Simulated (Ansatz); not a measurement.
Relaxed-ion elastic tensor of AgI in space group P6_3mc (No. 186; Ag on 2a, Ag on 2b, I on 2a, I on 2b) in GPa (Voigt order), the program Ansatz at the LDA level (PAW); density 6.69 g/cm³, 29.15 Å³ per atom.

```
      1     2     3    4    5    6
-  ----  ----  ----  ---  ---  ---
1  44.0  28.6  11.7  0.0  0.0  0.0
2  28.6  44.0  11.7  0.0  0.0  0.0
3  11.7  11.7  31.5  0.0  0.0  0.0
4   0.0   0.0   0.0  7.2  0.0  0.0
5   0.0   0.0   0.0  0.0  7.2  0.0
6   0.0   0.0   0.0  0.0  0.0  7.7
```

Question: Is the crystal mechanically stable?

Answer: Yes: the smallest eigenvalue of C is 7.2 GPa.

Question: Work out the Voigt, Reuss and Hill averages.

Answer: K_V = 24.8, K_R = 22.7, K_H = 23.7; G_V = 8.9, G_R = 8.2, G_H = 8.6 GPa.

Question: Give Young's modulus, Poisson's ratio, Pugh's ratio and the universal anisotropy index.

Answer: E = 9KG/(3K + G) = 22.9 GPa; ν = 0.34; K/G = 2.77 (ductile by the Pugh limit of 1.75); A_U = 5G_V/G_R + K_V/K_R − 6 = 0.55.

Question: Estimate the sound speeds and the Debye temperature.

Answer: v_l = √((K + 4G/3)/ρ) = 2290 m/s, v_t = √(G/ρ) = 1130 m/s, mean 1270 m/s; Θ = (h/k)(3n/4πV)^(1/3) v_m = 123 K.

Question: Solve the Christoffel equation for the three sound speeds along x, y, z.

Answer: Eigenvalues of C_ijkl n_j n_l equal ρv² (piezoelectric stiffening left out). In km/s, slowest first: x 1.04, 1.07, 2.56; y 1.04, 1.07, 2.56; z 1.04, 1.04, 2.17.

Question: How much does each axis shrink under pressure?

Answer: Linear compressibilities β_i = Σ_j S_ij (j = 1 to 3): x 9.8, y 9.8, z 24 per TPa.

The workflow started from a Materials Project entry (that database holds measured and hypothetical structures alike). Its sites differ from those of the usual phase in this space group: another stacking or structure type. The LDA relaxation kept the symmetry of its start; its stability against distortions is not shown here. The run is not spin-polarised. A crystal of weakly bound layers computed without a dispersion correction: the cell and the soft elastic constants depend strongly on that. Scalar-relativistic: spin–orbit coupling is off unless named, which matters more the heavier the elements.

Potentials: the earlier of the program's two PAW sets. The files were generated under PBE; for other functionals the program regenerates the frozen cores, and for LDA and PBEsol the local potential too.
